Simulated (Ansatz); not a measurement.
ZnO (wurtzite)

```yaml
crystal:
  lattice:
    - [3.27960, 0.00000, 0.00000]
    - [-1.63980, 2.84021, 0.00000]
    - [0.00000, 0.00000, 5.29330]
  atoms:
    - { symbol: Zn, position: [0.66667, 0.33333, 0.00215] }
    - { symbol: Zn, position: [0.33333, 0.66667, 0.50215] }
    - { symbol: O, position: [0.66667, 0.33333, 0.62305] }
    - { symbol: O, position: [0.33333, 0.66667, 0.12305] }
```

All values below come from PBE (plane waves to 420 eV, PAW, scalar-relativistic; Ansatz, a quantum-chemistry and plane-wave program). DFPT wavenumbers on a 12×12×6 k mesh, in cm⁻¹; i marks imaginary ones, q is in fractions of the reciprocal vectors of the cell shown, and the three acoustic modes at Γ are left out. The non-analytic (LO-TO) term is not included, so polar modes at Γ have their transverse values. The program warned that its band solver left a few bands short of their tolerance. ZnO was relaxed with its symmetry unable to fall.

Task: Is the structure dynamically stable at Γ, M = (0.5, 0.0, 0.0), A = (0.0, 0.0, 0.5), L = (0.5, 0.0, 0.5)?

Result: No imaginary mode at these points (lowest 69 cm⁻¹ at A = (0.0, 0.0, 0.5)); other wave vectors were not tested.

Task: List the wavenumbers at Γ, M = (0.5, 0.0, 0.0), A = (0.0, 0.0, 0.5), L = (0.5, 0.0, 0.5), with degeneracies.

Result: 
| q | wavenumbers (cm⁻¹) |
|---|---|
| Γ | 91 (×2), 245, 343, 364 (×2), 394 (×2), 508 |
| M = (0.5, 0.0, 0.0) | 86, 119, 128, 158, 222, 241, 399, 403, 441, 457, 499, 510 |
| A = (0.0, 0.0, 0.5) | 69 (×4), 175 (×2), 379 (×4), 515 (×2) |
| L = (0.5, 0.0, 0.5) | 107 (×2), 112 (×2), 251 (×2), 418 (×2), 421 (×2), 511 (×2) |
